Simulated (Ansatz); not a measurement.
## Data sheet: GeMo2C (DFT)

GeMo2C:
```cif
data_C2Ge2Mo4
_chemical_formula_sum 'Ge2 Mo4 C2'
_space_group_name_H-M_alt 'P63/mmc'
_space_group_IT_number 194
_space_group_name_Hall '-P 6c 2c'
_cell_length_a 3.13277
_cell_length_b 3.13277
_cell_length_c 12.64109
_cell_angle_alpha 90.000
_cell_angle_beta 90.000
_cell_angle_gamma 120.000
loop_
_atom_site_label
_atom_site_type_symbol
_atom_site_symmetry_multiplicity
_atom_site_Wyckoff_symbol
_atom_site_fract_x
_atom_site_fract_y
_atom_site_fract_z
_atom_site_occupancy
Ge1 Ge 2 d 0.66667 0.33333 0.25000 1
Mo1 Mo 4 f 0.33333 0.66667 0.08906 1
C1 C 2 a 0.00000 0.00000 0.00000 1
```

Space group P6_3/mmc (No. 194); conventional cell a = b = 3.1328 Å, c = 12.6411 Å, α = β = 90.00°, γ = 120.00°.

Method: DFT-PBE in the program Ansatz with PAW potentials. The cell and atoms are relaxed at this level. Other levels are named where they apply.

**Cell and energy**

* **Volume per atom**: 13.43 Å³
* **Density**: 8.55 g/cm³
* **Formation energy from the elements (no fitted shifts)**: -86 meV/atom

**Electronic structure**

- Electronic character = metallic (no gap)
- Density of states at the Fermi level = 0.58 states/eV per atom (mean over ±0.08 eV)
- Gap with spin–orbit coupling = none (metallic)

**Mechanics**

Bulk modulus (Birch–Murnaghan fit): 208 GPa
Pressure derivative B′: 4.8

The start of the workflow was typed in or built on a structure type; neither database checked (COD, Materials Project) lists it. Whether it is the stable phase at ambient conditions was not checked. The cell was relaxed with PBE under the symmetry of its start; whether a distortion lowers the energy is not shown. The run is not spin-polarised. The references are the lowest solids computed at this level, not always the standard phases. Spin–orbit coupling is left out wherever it is not named.

Potentials: the earlier of the program's two PAW sets.
